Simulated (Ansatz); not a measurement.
A geometry of Bi away from equilibrium: the start of the relaxation of a relaxed Bi cell with every coordinate shifted by Gaussian noise of σ = 0.2 Å. Level of theory: r2SCAN (plane waves to 500 eV, PAW, scalar-relativistic; Ansatz, an electronic-structure program). Γ-centred k-mesh 9×9×9 on the run's cell (coarser than for final values), Fermi–Dirac smearing 0.05 eV.

```xyz
2
Lattice="2.2667 1.3087 4.1309 -2.2667 1.3087 4.1309 0.0000 -2.6174 4.1309" Properties=species:S:1:pos:R:3:forces:R:3 pbc="T T T" free_energy=-24825.516 pressure_GPa=9.4
Bi     0.1798    -0.0261     2.7196   -1.4594    2.2646    3.4444
Bi    -0.1942     0.2903     9.7624    1.4594   -2.2646   -3.4444
```

Positions in Å, forces in eV/Å, free energy of the cell in eV (comparable only within this code, potentials and settings). Largest force: 4.37 eV/Å, on Bi1, Bi2 (atoms numbered as listed); the geometry lies 0.58 eV/atom above the end of its relaxation.

No spin polarisation in the result.

The run could not lose the symmetry of its start.
